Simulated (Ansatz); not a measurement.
Input:

ScPt3:
```
ScPt3
1.0
   -1.99884     1.99884     4.08867
    1.99884    -1.99884     4.08867
    1.99884     1.99884    -4.08867
Pt Sc
3 1
Direct
  0.50000   0.50000   0.00000
  0.75000   0.25000   0.50000
  0.25000   0.75000   0.50000
  0.00000   0.00000   0.00000
```

This is the PBE-relaxed structure.

Q: All from the program Ansatz at the PBE level (PAW), unless another level is named. Give the formation energy from the elements (no fitted shifts).

A: -901 meV/atom.

Q: And the density of states at the Fermi level?

A: 1.3 states/eV per atom (mean over ±0.08 eV).

Space group I4/mmm. The cell is a constructed one: a structure type filled with these elements; neither database checked (COD, Materials Project) lists it. COD files the formula under space group No. 221, so this cell is another polymorph or a model. Its standing as an ambient phase is unchecked. Symmetry was held in the PBE relaxation; its stability against distortions is not shown here. No spin polarisation was allowed. The references are the lowest solids computed at this level, not always the standard phases. Scalar-relativistic: spin–orbit coupling is off unless named, which matters more the heavier the elements.

Potentials: the earlier of the program's two PAW sets.
